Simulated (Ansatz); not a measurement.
## ScAl: how the energy converges with the cutoff

ScAl, Cmcm, a = 4.327 Å, b = 10.500 Å, c = 3.771 Å. The structure is a Materials Project entry; whether it is the stable form wasn't checked. Ansatz: PBEsol, PAW, cutoff varied, Γ-centred 10×10×12 mesh on 4 atoms, Gaussian smearing 0.10 eV; no spin polarisation. Single points at one geometry, the cutoff alone changed; ΔE is the energy at zero smearing over the run at 500 eV. The runs up to 350 eV lie under the cutoff recommended for these PAW datasets.

| cutoff (eV) | ΔE (meV/atom) |
| --- | --- |
| 250 | ? |
| 300 | 33.07 |
| 350 | 4.61 |
| 420 | 0.31 |

Q: Assume ΔE falls exponentially with the cutoff, fit y = ln ΔE against x, the cutoff in eV, to the other rows, and predict the missing value.

A: y = 3.499, 1.528, -1.171. Means x = 356.7, y = 1.2853; Σ(Δx)² = 7267, ΣΔxΔy = -282.6; the slope is their ratio. y = 15.16 − 0.03889 x, a factor of ten per 59 eV. At 250 eV this gives ΔE = 229.87 meV/atom. The run gave 218.45, a ratio of 1.05. The decay is steady over these rows.

1 further run of this set didn't finish or converge.